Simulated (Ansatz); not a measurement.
GaAs (zinc blende, F-43m), LDA (plane waves, PAW; program Ansatz): ε∞ = 14.0, cell volume 43.97 Å³. Infrared-active transverse modes:

| ω_TO (cm⁻¹) | oscillator strength S_xx (e²/amu) |
|---|---|
| 269.0 | 0.1175 |

Compute the static dielectric constant.

Each mode adds (4.921e7/V) S/ω²: 1.82. So ε0 = 15.8.

What LO frequency does the Lyddane–Sachs–Teller relation give?

ω_LO = ω_TO √(ε0/ε∞) = 286 cm⁻¹.

The cell was relaxed with LDA under the symmetry of its start. Spin–orbit coupling is left out wherever it is not named.

Potentials: the earlier of the program's two PAW sets. The files were generated under PBE; for other functionals the program regenerates the frozen cores, and for LDA and PBEsol the local potential too.
